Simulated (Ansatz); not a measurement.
Ta2O5 in space group Pmmm (No. 47; Pearson symbol oP7), DFT-r²SCAN in the program Ansatz with PAW potentials. The conduction-band minimum lies at X, with 1 equivalent valley. Second derivatives d²E/dk² of the lowest band at one valley (eV·Å²), along Cartesian directions:

```
direction  d²E/dk²
---------  -------
[100]        7.444
[010]       0.9041
[001]        31.08
[110]        4.175
[101]        19.26
[011]        16.00
```

Problem. Find the principal effective masses, the density-of-states mass and the conductivity mass.

Solution. Off-diagonal terms follow from H_xy = H[110] − (H_xx + H_yy)/2, and m*/mₑ = 7.620 eV·Å² over each eigenvalue: 0.25, 1.0, 8.4. One valley's DOS mass (m₁m₂m₃)^(1/3) = 1.3, conductivity mass 3/(Σ 1/mᵢ) = 0.58 mₑ.

Problem. What effective density of states Nc follows at 300 K for parabolic valleys?

Solution. Nc = 2.509e19 × 1 × (1.3)^(3/2) ≈ 3.7e19 cm⁻³.

The workflow started from an entry of the Crystallography Open Database (COD); the relaxed space group is not among those it files for this formula. COD files the formula under space group No. 49, so this cell is another polymorph or a model. Whether it is the stable phase at ambient conditions was not checked. The r²SCAN relaxation kept the symmetry of its start; its stability against distortions is not shown here. No spin polarisation was allowed. Point labels and valley counts follow the cell and symmetry of the run, lower than the named group. Scalar-relativistic: spin–orbit coupling is off unless named, which matters more the heavier the elements.

Potentials: the later of the program's two PAW sets.

Edges and masses are those of Kohn–Sham bands, whose gap is no quasiparticle gap.
